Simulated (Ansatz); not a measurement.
# TiO$_{2}$, single point

We look at TiO$_{2}$: an experimental structure (space group I4_1/amd, primitive cell doubled), with 12 atoms per cell. Source: COD entry 7206075, which need not be the ambient phase.

Theory: DFT, PBE+U, PAW, plane waves, scalar-relativistic in Ansatz.

Input:

```yaml
crystal:
  lattice:
    - [-1.8925, 1.8925, 4.7598]
    - [1.8925, -1.8925, 4.7598]
    - [3.785, 3.785, -9.5196]
  atoms:
    - { symbol: Ti, position: [0.0, 0.0, 0.0], spin: 1.5 }
    - { symbol: Ti, position: [0.0, 0.0, 0.5], spin: 1.5 }
    - { symbol: Ti, position: [0.75, 0.25, 0.25], spin: 1.5 }
    - { symbol: Ti, position: [0.75, 0.25, 0.75], spin: 1.5 }
    - { symbol: O, position: [0.21017, 0.21017, 0.0] }
    - { symbol: O, position: [0.21017, 0.21017, 0.5] }
    - { symbol: O, position: [0.96017, 0.46017, 0.25] }
    - { symbol: O, position: [0.96017, 0.46017, 0.75] }
    - { symbol: O, position: [0.53983, 0.03983, 0.25] }
    - { symbol: O, position: [0.53983, 0.03983, 0.75] }
    - { symbol: O, position: [0.78983, 0.78983, 0.0] }
    - { symbol: O, position: [0.78983, 0.78983, 0.5] }
magnetization:
  spin_polarized: true
hamiltonian:
  xc: pbe
  pseudopotentials: { kind: paw }
  hubbard: { sites: [{ species: Ti, l: d, u_eff: 3.0 }] }
basis:
  ecutwfc: 420
kpoints:
  mp_grid: { grid: [4, 4, 3] }
scf:
  occupations: { method: gaussian, width: 0.03 }
  lower_state_search: "off"
output:
  forces: true
  stress: true
```

What the program printed (shortened):

```
Warning: crystal.symmetry: narrowed to the stabiliser of the k-point mesh — unitary ops 16 → 8; excluded 8 operations that carry a point of the 4×4×3 mesh (shift [0, 0, 0]) off the mesh (the run samples exactly the mesh kpoints.mp_grid names, as under crystal.symmetry.detect: false, and its converged state has the mesh's symmetry, not the crystal's; [...]
basis.fft_grid_basis auto: the FFT boxes are laid along the combinations [[1, 1, 1], [0, 1, 0], [-1, 1, 0]] of the cell's own vectors, 5.353, 5.461 and 5.353 Å long. The dense box has 36×40×36 points. Along the cell's own vectors, as sized, it would have 40×40×75, 2.31 times as many. [...]
Ti: projections on atomic orbitals take those of the free atom [Ne] 3s2 3p6 3d2 4s2, of charge +0.00 (hamiltonian.pseudopotentials.projection_atoms); the dataset's partial waves leave at most 4.1e-7 of an orbital's norm unspanned inside its sphere
O: projections on atomic orbitals take those of the free atom [He] 2s2 2p4, of charge +0.00 (hamiltonian.pseudopotentials.projection_atoms); the dataset's partial waves leave at most 1.9e-8 of an orbital's norm unspanned inside its sphere
Pseudopotentials: kind: paw
Pseudopotential: Ti, paw, valence charge 12, recommended cutoff 420 eV (normal), Ti.paw.azcp
Pseudopotential: O, paw, valence charge 6, recommended cutoff 420 eV (normal), O.paw.azcp
Functional definition: PBE
Crystal: 12 atoms, lattice volume = 136.380 Å³
Basis set: ecut = 420 eV, 2643 PW (Γ), FFT grids on a1+a2+a3, a2, −a1+a2, exchange–correlation on 72×80×72 points (8 copies of the dense FFT grid, shifted against one another)
Bands: 63, of which v1, the nominal top of the filled ones, is band 48 counted from 1 (47 counted from 0)
Symmetry: 8 space group operations
k-points: 17 of 48
Non-local potential: Ti, projectors of the file, l = 0: 3, l = 1: 2, l = 2: 3, l = 3: 1
Non-local potential: O, projectors of the file, l = 0: 2, l = 1: 2, l = 2: 1
Initial density: superposition of atomic densities (chi_scale 0.1, normalization cell, long waves kept (reshape's long-wave potential 0.00 eV rms))
Starting moments: Σ|m| = 6 μB on 4 of 12 sites
Initial wavefunctions: pseudopotential atomic-orbital guess
Functional: x = pbe(κ = 0.804, μ = 0.2195149727645171), c = pbe(β = 0.06672455060314922)
SCF iter   1: F=—  HF=-14543.628392 eV  |F-HF|=—  |Δ(HF+E_count)|=         —  Δρ=7.85e-2 (↑7.85e-2 ↓7.19e-2)  dr2=9.77e0  dr2_m=4.95e0  M=0.000 μB ∫|m|=1.979 μB  β_m=0.30  ethr=3.10e-3  ⟨swp⟩=5.8  Hψ=7911  notcnv=0
preconditioner: auto → Resta (q_TF=auto, 2.573 Å⁻¹)  ε∞=6.5  [insulator: Δε(μ)=2.141 eV  Ē_g=10.845 eV  σ=0.030 eV  W_gap=1.00  n_scr=28 (ndim 8)  ℏωp=25.4 eV  f_vac=0.000  D(μ)=0.00/eV (n_scr^D=0)  ε∞_Penn≈6.5]
spin=Collinear: Resta preconditioning applied to the charge; magnetization (m = ρ↑ − ρ↓) channel mixes plain (no charge-response kernel on spin).
SCF iter   2: F=—  HF=-14543.450846 eV  |F-HF|=—  |Δ(HF+E_count)|=   1.78e-1  Δρ=5.14e-2 (↑4.59e-2 ↓5.14e-2)  dr2=2.27e0  dr2_m=2.44e0  M=0.000 μB ∫|m|=1.934 μB  β_m=0.30  ethr=3.10e-3  ⟨swp⟩=2.1  Hψ=3591  notcnv=0  defer=255
SCF iter   3: F=—  HF=-14543.936725 eV  |F-HF|=—  |Δ(HF+E_count)|=   4.86e-1  Δρ=3.82e-2 (↑3.23e-2 ↓3.82e-2)  dr2=9.54e-1  dr2_m=1.32e0  M=0.000 μB ∫|m|=1.648 μB  β_m=0.30  ethr=2.36e-3  ⟨swp⟩=1.9  Hψ=2447  notcnv=0  defer=255
SCF iter   4: F=—  HF=-14544.244701 eV  |F-HF|=—  |Δ(HF+E_count)|=   3.08e-1  Δρ=2.78e-2 (↑2.78e-2 ↓2.24e-2)  dr2=7.00e-2  dr2_m=7.74e-1  M=0.000 μB ∫|m|=1.274 μB  β_m=0.30  ethr=9.93e-4  ⟨swp⟩=2.0  Hψ=3077  notcnv=0  defer=255
SCF iter   5: F=—  HF=-14544.463860 eV  |F-HF|=—  |Δ(HF+E_count)|=   2.19e-1  Δρ=1.99e-2 (↑1.99e-2 ↓1.79e-2)  dr2=2.94e-2  dr2_m=4.36e-1  M=0.000 μB ∫|m|=1.063 μB  β_m=0.30  ethr=7.30e-5  ⟨swp⟩=2.7  Hψ=3469  notcnv=0  defer=267
SCF iter   6: F=—  HF=-14544.612942 eV  |F-HF|=—  |Δ(HF+E_count)|=   1.49e-1  Δρ=1.46e-2 (↑1.40e-2 ↓1.46e-2)  dr2=4.58e-3  dr2_m=2.53e-1  M=0.000 μB ∫|m|=0.879 μB  β_m=0.30  ethr=3.06e-5  ⟨swp⟩=2.4  Hψ=3626  notcnv=0  defer=267
SCF iter   7: F=—  HF=-14544.689513 eV  |F-HF|=—  |Δ(HF+E_count)|=   7.66e-2  Δρ=1.11e-2 (↑1.11e-2 ↓1.09e-2)  dr2=5.86e-4  dr2_m=1.51e-1  M=0.000 μB ∫|m|=0.723 μB  β_m=0.30  ethr=4.77e-6  ⟨swp⟩=2.1  Hψ=3448  notcnv=0  defer=267
Mixer restart at iter 7: flushing history
spin-set hold released at iteration 7 (site moments contracting): the magnetisation degrees of freedom join the quasi-Newton model from the next iteration; the mixer history was flushed
SCF iter   8: F=—  HF=-14544.733550 eV  |F-HF|=—  |Δ(HF+E_count)|=   4.40e-2  Δρ=8.59e-3 (↑8.59e-3 ↓8.55e-3)  dr2=3.88e-4  dr2_m=9.17e-2  M=0.000 μB ∫|m|=0.596 μB  β_m=0.63  ethr=6.10e-7  ⟨swp⟩=3.2  Hψ=4098  notcnv=0  defer=267
SCF iter   9: F=—  HF=-14544.804851 eV  |F-HF|=—  |Δ(HF+E_count)|=   7.13e-2  Δρ=1.75e-3 (↑1.75e-3 ↓1.39e-3)  dr2=1.91e-4  dr2_m=3.06e-3  M=0.000 μB ∫|m|=0.122 μB  β_m=0.82  ethr=4.04e-7  ⟨swp⟩=3.5  Hψ=4926  notcnv=0  defer=267
SCF iter  10: F=—  HF=-14544.807298 eV  |F-HF|=—  |Δ(HF+E_count)|=   2.45e-3  Δρ=8.48e-4 (↑3.71e-4 ↓8.48e-4)  dr2=1.69e-3  dr2_m=9.57e-5  M=0.000 μB ∫|m|=0.021 μB  β_m=0.69  ethr=1.99e-7  ⟨swp⟩=2.5  Hψ=4173  notcnv=0  defer=267
SCF iter  11: F=—  HF=-14544.807082 eV  |F-HF|=—  |Δ(HF+E_count)|=   2.16e-4  Δρ=3.41e-4 (↑3.41e-4 ↓1.56e-4)  dr2=2.64e-4  dr2_m=2.35e-5  M=0.000 μB ∫|m|=0.010 μB  β_m=0.58  ethr=1.99e-7  ⟨swp⟩=2.9  Hψ=3725  notcnv=0  defer=267
SCF iter  12: F=—  HF=-14544.807052 eV  |F-HF|=—  |Δ(HF+E_count)|=   3.01e-5  Δρ=1.07e-4 (↑1.07e-4 ↓4.74e-5)  dr2=2.25e-5  dr2_m=3.05e-6  M=0.000 μB ∫|m|=0.004 μB  β_m=0.76  ethr=1.99e-7  ⟨swp⟩=2.2  Hψ=2585  notcnv=0  defer=267
SCF iter  13: F=—  HF=-14544.807050 eV  |F-HF|=—  |Δ(HF+E_count)|=   2.02e-6  Δρ=1.50e-5 (↑1.50e-5 ↓9.20e-6)  dr2=3.86e-7  dr2_m=1.04e-7  M=0.000 μB ∫|m|=0.001 μB  β_m=0.85  ethr=2.35e-8  ⟨swp⟩=2.1  Hψ=2823  notcnv=0  defer=267
iter 14 did not close the SCF: its close was put off for a magnetic moment that had not settled (scf_convergence_deferred on its scf_iter line)
SCF iter  14: F=-14544.807050 eV  HF=-14544.807050 eV  |F-HF|=5.13e-9  |Δ(HF+E_count)|=   9.65e-8  Δρ=1.60e-6 (↑1.60e-6 ↓1.23e-6)  dr2=1.23e-8  dr2_m=3.93e-10  M=0.000 μB ∫|m|=0.000 μB  β_m=0.92  ethr=1.04e-10  ⟨swp⟩=4.0  Hψ=6486  notcnv=0
SCF iter  15: F=-14544.807050 eV  HF=-14544.807050 eV  |F-HF|=7.28e-12  |Δ(HF+E_count)|=   9.24e-9  Δρ=5.52e-7 (↑5.52e-7 ↓4.04e-7)  dr2=1.13e-9  dr2_m=1.20e-11  M=0.000 μB ∫|m|=0.000 μB  ethr=1.28e-11  ⟨swp⟩=1.0  Hψ=5237  notcnv=0
WARN: the starting moments were not kept: the SCF closed with an absolute magnetisation of 3.8e-6 μB, where they sum to 6 μB in size (4 sites). That is at most 0.1 of that sum. Measured as dr2_m measures the in/out step, that magnetisation stands 1.0e-12 eV from none, at or under the dr2_threshold of 1.0e-7 eV: it is no larger than a step whose dr2_m would equal this threshold. The system may hold no moment; this SCF shows only that its start led to no more than that. [...]
SCF 1 converged in 15 iterations: F = -14544.807050 eV  dr2 = 1.13e-9
  greatest PAW one-centre occupation: 0.999 electrons in one spin orbital (limit 2), on the Ti atom at site 3 (counted from 0), in its partial waves of l = 0
SCF converged after 15 iterations
Magnetization: 0.0000 μB (48.0000 up, 48.0000 down)
Absolute magnetization: 0.0000 μB (∫|ρ↑−ρ↓|, with the PAW one-centre terms)
Spin contamination: 0.0000 ħ² per cell (⟨S²⟩ above its minimum at these occupations)
Per-site moments (μB) at R_I (Å): [(3.0486e-7, 0.7961), (3.0486e-7, 0.7961), (3.0486e-7, 0.7961), (3.0486e-7, 0.7961), (-2.0287e-7, 0.7961), (-2.0287e-7, 0.7961), (-2.0287e-7, 0.7961), (-2.0287e-7, 0.7961), (-2.0287e-7, 0.7961), (-2.0287e-7, 0.7961), (-2.0287e-7, 0.7961), (-2.0287e-7, 0.7961)]
Free energy (F): -14544.807050 eV
Harris-Foulkes:  -14544.807050 eV  (|F-HF|=7.28e-12)
Internal energy: -14544.807050 eV  (E = F + TS)
E sigma→0 (E₀):  -14544.807050 eV
Fermi energy:    8.794294 eV
--- Per-component energies (eV) ---
  E_band       = -914.245379
  E_kinetic    = 2496.277166
  E_local      = -7094.617070  (includes V_loc(G=0)·N_el)
  E_nonlocal   = 388.927029
  E_hartree    = 2743.312487
  E_xc         = -986.745084
  E_vxc        = -1249.604490  (∫ρ·V_xc dr)
  E_hubbard    = 9.891192  (on-site DFT+U / exact-exchange correction)
  E_vhub       = 6.876304  (the Hubbard potential's part of the band-sum identity)
  E_paw        = -5442.417949  (= ΣΔE_a)
  E_vpaw       = -948.749771  (= ΣTr[D̂ρ^β])
  E_aug_tail   = 0.020168  (compensation charges beyond the density's cutoff)
  E_ewald      = -6659.454988
  E_smearing   = -0.000000  (= −TS)
  E_closure    = -0.000000  (closes the sum)
  Σ components = -14544.807050   (vs F -14544.807050, Δ=0.00e0)
--- Forces (eV/Å), atoms counted from 1 ---
  atom   1  Ti    -0.00000346     0.00000346    -0.00000000
  atom   2  Ti    -0.00000346     0.00000346    -0.00000000
  atom   3  Ti     0.00000346    -0.00000346     0.00000000
  atom   4  Ti     0.00000346    -0.00000346     0.00000000
  atom   5  O     -0.00003556     0.00002490    -0.23790745
  atom   6  O     -0.00003556     0.00002490    -0.23790745
  atom   7  O      0.00002490    -0.00003556    -0.23790745
  atom   8  O      0.00002490    -0.00003556    -0.23790745
  atom   9  O      0.00003556    -0.00002490     0.23790745
  atom  10  O      0.00003556    -0.00002490     0.23790745
  atom  11  O     -0.00002490     0.00003556     0.23790745
  atom  12  O     -0.00002490     0.00003556     0.23790745
  max |Σ_I F_I| component: 2.78e-17 eV/Å
--- Stress (GPa, compression-positive) ---
        7.312055      -0.001704      -0.000426
       -0.001704       7.312055      -0.000426
       -0.000426      -0.000426       4.446244
  P = ⅓ Tr σ = 6.3568 GPa (63.568 kbar)
```

The mesh has less symmetry than the lattice, which lowers the symmetry of the run. The program warns that the starting moments weren't kept.

The run took 24 s on 4 threads of Arm Neoverse N1, with other jobs on the host, peak memory 0.85 GiB.
